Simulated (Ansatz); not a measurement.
Here is the system:

CuCl:
```cif
data_ClCu
_chemical_formula_sum 'Cu1 Cl1'
_space_group_name_H-M_alt 'P 1'
_space_group_IT_number 1
_cell_length_a 3.74053
_cell_length_b 3.74053
_cell_length_c 3.74053
_cell_angle_alpha 60.000
_cell_angle_beta 60.000
_cell_angle_gamma 60.000
loop_
_space_group_symop_operation_xyz
  'x, y, z'
loop_
_atom_site_label
_atom_site_type_symbol
_atom_site_fract_x
_atom_site_fract_y
_atom_site_fract_z
_atom_site_occupancy
Cu1 Cu 0.00000 0.00000 0.00000 1
Cl1 Cl 0.75000 0.75000 0.75000 1
```

This is the PBEsol-relaxed structure.

### Question
All from plane-wave PAW PBEsol (Ansatz code), unless another level is named. Predict the Born charges (a third of the trace).

### Answer
Cu +1.05, Cl -1.05 e.

### Question
What about the largest static χ(2) component?

### Answer
250 pm/V.

### Question
Predict the electronic dielectric constant ε∞ (DFPT).

### Answer
5.59.

Space group F-43m (zinc blende). The PBEsol relaxation kept the symmetry of its start. The run is not spin-polarised.

Potentials: the earlier of the program's two PAW sets. The files were generated under PBE; for other functionals the program regenerates the frozen cores, and for LDA and PBEsol the local potential too.
